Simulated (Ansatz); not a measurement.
Given:

LaC:
```cif
data_C4La4
_chemical_formula_sum 'La4 C4'
_space_group_name_H-M_alt 'Fm-3m'
_space_group_IT_number 225
_space_group_name_Hall '-F 4 2 3'
_cell_length_a 5.43944
_cell_length_b 5.43944
_cell_length_c 5.43944
_cell_angle_alpha 90.000
_cell_angle_beta 90.000
_cell_angle_gamma 90.000
loop_
_atom_site_label
_atom_site_type_symbol
_atom_site_symmetry_multiplicity
_atom_site_Wyckoff_symbol
_atom_site_fract_x
_atom_site_fract_y
_atom_site_fract_z
_atom_site_occupancy
La1 La 4 a 0.00000 0.00000 0.00000 1
C1 C 4 b 0.50000 0.50000 0.50000 1
```
(The calculation used a cell of 2 atoms; values per cell refer to that cell.)

This is the r²SCAN-relaxed structure.

Q: All from plane-wave PAW r²SCAN (Ansatz code), unless another level is named. Predict the electronic character.

A: metallic (no gap).

Q: Predict the density of states at the Fermi level.

A: 1.9 states/eV per atom (mean over ±0.08 eV).

Q: What about the formation energy from the elements (no fitted shifts)?

A: 0.28 eV/atom.

Q: What about the gap with spin–orbit coupling?

A: none (metallic).

The start of the workflow was typed in or built on a structure type; neither database checked (COD, Materials Project) lists it. Whether it is the stable phase at ambient conditions was not checked. The cell was relaxed with r²SCAN under the symmetry of its start. At this level the phase is mechanically unstable. Its formation energy is positive at this level, so the cell may be metastable or incomplete. The references are the lowest solids computed at this level, not always the standard phases. Scalar-relativistic: spin–orbit coupling is off unless named, which matters more the heavier the elements.

Potentials: the earlier of the program's two PAW sets.
